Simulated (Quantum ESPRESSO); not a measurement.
# Kohn-Sham bands of AlCo (CsCl type)

```xyz
2
Lattice="2.8194 0.0000 0.0000 0.0000 2.8194 0.0000 0.0000 0.0000 2.8194" Properties=species:S:1:pos:R:3 pbc="T T T"
Al     0.0000     0.0000     0.0000
Co     1.4097     1.4097     1.4097
```

Cell from Materials Project (mp-284), symmetrised, no further relaxation. Not found in the COD (Crystallography Open Database) copy used; not checked further. Computed values, not measurements, from PBE: Quantum ESPRESSO (norm-conserving PseudoDojo potentials, cutoff 77 Ry, no spin polarisation, no spin-orbit coupling) on a Γ-centred 12×12×12 mesh, then Wannier90. Density: 14×14×14 mesh, cold smearing 0.01 Ry. A non-magnetic state is assumed; magnetic ones were not tried.

**Question.** List the Kohn-Sham levels between −8 and 3.0 eV relative to the Fermi level at the high-symmetry points, as a band run of pw.x on that density gives them (levels within 2 meV counted together).

**Answer.** 
```csv
point,k (reciprocal lattice),levels (eV)
Γ,0.000 0.000 0.000,"-3.14 (×2), -0.86 (×3)"
X,0.000 0.500 0.000,"-6.92, -6.83, -2.52, -1.78 (×2), -0.74, 0.17"
M,0.500 0.500 0.000,"-5.41, -3.22, -2.78 (×2), -1.56 (×2), -0.27, 2.50"
R,0.500 0.500 0.500,"-4.10 (×3), -0.23 (×2), 2.36 (×3)"
```
